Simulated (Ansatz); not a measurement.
Relaxed PbTe (rock salt):

```yaml
crystal:
  lattice:
    - [0.00000, 3.28470, 3.28470]
    - [3.28470, 0.00000, 3.28470]
    - [3.28470, 3.28470, 0.00000]
  atoms:
    - { symbol: Te, position: [0.00000, 0.00000, 0.00000] }
    - { symbol: Pb, position: [0.50000, 0.50000, 0.50000] }
```

Scan: atom 2 (Pb, nearest neighbour Te at 3.285 Å; its periodic images, 4.6 Å or more away, move with it) is displaced towards the nearest neighbour, direction (0.000, 0.000, 1.000) in Cartesian axes, by s. The other atoms stay.

Level of theory: PBE (plane waves to 420 eV, PAW, scalar-relativistic; Ansatz, a first-principles code). k mesh 7×7×7 (Γ-centred), Fermi-Dirac smearing 0.05 eV. The energy includes the smearing's −TS. PbTe was relaxed with its symmetry unable to fall. Spin-orbit coupling is left out, though Pb and Te are heavy. The PAW data are Ansatz's earlier set. ΔE is measured from the undisplaced structure.

### Question
Give the computed ΔE (meV/cell) at s (Å) = -0.660, -0.528, -0.396, -0.132, 0.132, 0.264, 0.396, 0.660.

### Answer
```
s (Å)   ΔE (meV/cell)
------  -------------
-0.660            542
-0.528            240
-0.396             85
-0.132              2
0.132               2
0.264              20
0.396              85
0.660             542
```

(For displaced atoms, the force is minus the slope of the energy, and its curvature is a force constant, which sets phonon frequencies.)
